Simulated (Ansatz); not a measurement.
SiRh:
```yaml
crystal:
  lattice:
    - [3.53342, 0.00000, 0.00000]
    - [-1.76671, 3.06003, 0.00000]
    - [0.00000, 0.00000, 2.74295]
  atoms:
    - { symbol: Rh, position: [0.00000, 0.00000, 0.00000] }
    - { symbol: Si, position: [0.66667, 0.33333, 0.50000] }
```

Relaxed with PBE. Special points in fractions of this cell's reciprocal vectors: Γ (0.000, 0.000, 0.000); M (0.500, 0.000, 0.000); K (0.333, 0.333, 0.000); A (0.000, 0.000, 0.500); L (0.500, 0.000, 0.500); H (0.333, 0.333, 0.500).

List the band energies nearest the Fermi level at these points for PBE (plane waves, PAW; program Ansatz).

In eV from the Fermi level; about four levels below and three above (degenerate sets whole), none deeper than 8.9 eV; … stands for higher levels left out; points with the same levels are listed once.

| k | below | above |
|---|---|---|
| Γ | -4.49 -4.49 -1.68 -1.68 | 4.03 4.03 5.14 |
| M | -2.42 -1.83 -1.57 -0.02 | 6.81 8.54 … |
| K | -2.32 -2.23 -2.05 -0.98 | 9.13 9.14 … |
| A | -4.45 -4.45 -3.23 -3.23 | 1.10 4.59 4.59 |
| L | -2.95 -1.94 -1.35 -0.97 | 2.71 3.82 6.47 |
| H | -5.54 -2.51 -1.32 -1.32 | 0.81 1.67 2.82 |

Space group P-6m2. A made-up cell: these elements were put on the sites of a structure type; neither database checked (COD, Materials Project) lists it. COD files the formula under space group No. 14, so this cell is another polymorph or a model. Whether it is the stable phase at ambient conditions was not checked. The PBE relaxation kept the symmetry of its start; its stability against distortions is not shown here. No spin polarisation was allowed. Spin–orbit coupling is left out wherever it is not named.

Potentials: the later of the program's two PAW sets.
